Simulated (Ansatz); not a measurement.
## What is wrong with this input? (TeAs$_{2}$)

Someone meant to compute TeAs$_{2}$ with PBEsol, plane waves and PAW in Ansatz and wrote this input.

```yaml
crystal:
  lattice:
    - [-3.556454, 3.556454, 2.940516]
    - [3.556454, -3.556454, 2.940516]
    - [3.556454, 3.556454, -2.940516]
  atoms:
    - { symbol: Te, position: [0.0, 3.5565, 1.4703] }
    - { symbol: Te, position: [0.0, 0.0, 0.0] }
    - { symbol: As, position: [1.7782, 0.0, 2.2054] }
    - { symbol: As, position: [1.7782, 3.5565, -0.7351] }
    - { symbol: As, position: [3.5565, 1.7782, 0.7351] }
    - { symbol: As, position: [0.0, 1.7782, 3.6756] }
basis:
  ecutwfc: 420
kpoints:
  mp_grid: { grid: [4, 4, 4] }
hamiltonian:
  xc: pbesol
scf:
  occupations: { method: gaussian, width: 0.1 }
  max_iter: 82
output:
  forces: true
  stress: true
  eigenvalues: true
```

Command:

```bash
ansatz run input.yaml --threads 1 --pin off --max-ram 2560MiB --backend cpu --events-out ev --progress --plain --runs-dir out
```

From the log (HF is the Harris–Foulkes energy, dr2 the density residual in eV):

```text
Pseudopotential: Te, paw, valence charge 16, recommended cutoff 420 eV (normal)
Pseudopotential: As, paw, valence charge 15, recommended cutoff 420 eV (normal)
Crystal: 6 atoms, lattice volume = 148.771 Å³
Basis set: ecut = 420 eV, 2893 PW (Γ), exchange–correlation on 80×80×80 points (8 copies of the dense FFT grid, shifted against one another)
Bands: 56, of which v1, the nominal top of the filled ones, is band 46 counted from 1 (45 counted from 0)
Symmetry: 1 space group operations
Space group: P1 (ITA 1), of the structure as read, at distance tolerance 5.3e-5 Å
k-points: 36 of 64 (time reversal used)
PAW frozen core: Te, regenerated for the run's functional, and the local potential with it (the file was generated under x = pbe(κ = 0.804, μ = 0.2195), c = pbe(β = 0.0667))
PAW frozen core: As, regenerated for the run's functional, and the local potential with it (the file was generated under x = pbe(κ = 0.804, μ = 0.2195), c = pbe(β = 0.0667))
Initial density: superposition of atomic densities, corrected by the library's trained network
SCF iter   1: HF=-32986.421637 eV  Δρ=1.72e-2  dr2=6.66e-1
SCF iter   2: HF=-32986.316365 eV  Δρ=8.59e-3  dr2=1.38e-1
SCF iter   3: HF=-32986.276303 eV  Δρ=2.98e-3  dr2=2.33e-2
SCF iter   4: HF=-32986.269204 eV  Δρ=7.08e-4  dr2=1.38e-3
SCF iter   5: HF=-32986.268833 eV  Δρ=1.79e-4  dr2=6.97e-5
SCF iter   6: HF=-32986.268831 eV  Δρ=6.38e-5  dr2=8.03e-6
SCF iter   7: HF=-32986.268830 eV  Δρ=1.78e-5  dr2=7.02e-7
SCF iter   8: F=-32986.268830 eV  HF=-32986.268830 eV  Δρ=5.26e-6  dr2=5.01e-8
SCF 1 converged in 8 iterations: F = -32986.268830 eV  dr2 = 5.01e-8
SCF converged after 8 iterations
Free energy (F): -32986.268830 eV
E sigma→0 (E₀):  -32986.263030 eV
Entropy (-TS):   -0.011599 eV (-1.933 meV/atom)
Fermi energy:    10.509940 eV
--- Forces (eV/Å), atoms counted from 1 ---
  atom   1  Te   -99.87197653    99.44896697    -0.42508784
  atom   2  Te     4.26272993    13.65488696    17.45731931
  atom   3  As    14.73133914     0.42654887   -13.60914198
  atom   4  As    -1.53208039  -101.92889279    -4.01790740
  atom   5  As    -1.54035394    -9.35375717    -5.89829358
  atom   6  As    83.95038752    -2.24781643     6.49316559
--- Stress (GPa, compression-positive) ---
      241.005235       0.347489     -18.610275
        0.347497     195.242812      20.137143
      -18.610261      20.137134      34.575999
  P = ⅓ Tr σ = 156.9413 GPa (1569.413 kbar)
```

Problem. What is the cause?
A. Cartesian positions typed as fractional ones
B. A Hubbard U on a species that isn't in the cell
C. Lattice vectors converted from bohr twice
D. Lattice vectors in bohr read as angstrom
E. One k-point for a metal

Solution. A. The positions, taken modulo the cell, no longer form the crystal. The cure is fractional positions.

The change to the input (which also takes the mesh and iteration limit of the reference run):

```diff
 crystal:
   atoms:
-    - { symbol: Te, position: [0.0, 3.5565, 1.4703] }
+    - { symbol: Te, position: [0.75, 0.25, 0.5] }
-    - { symbol: As, position: [1.7782, 0.0, 2.2054] }
-    - { symbol: As, position: [1.7782, 3.5565, -0.7351] }
-    - { symbol: As, position: [3.5565, 1.7782, 0.7351] }
-    - { symbol: As, position: [0.0, 1.7782, 3.6756] }
+    - { symbol: As, position: [0.375, 0.625, 0.25] }
+    - { symbol: As, position: [0.375, 0.125, 0.75] }
+    - { symbol: As, position: [0.375, 0.625, 0.75] }
+    - { symbol: As, position: [0.875, 0.625, 0.25] }
 kpoints:
-  mp_grid: { grid: [4, 4, 4] }
+  mp_grid: { grid: [8, 8, 8] }
 scf:
-  max_iter: 82
```

Result of the mended run: a pressure of -3.78 GPa, no gap. The faulty run's energy lay 11.28 eV per atom higher.

The mended run took 21 s on 1 thread of Oxide Virtual Turin-like Processor (Zen 5) (shared host), peak memory 0.66 GiB.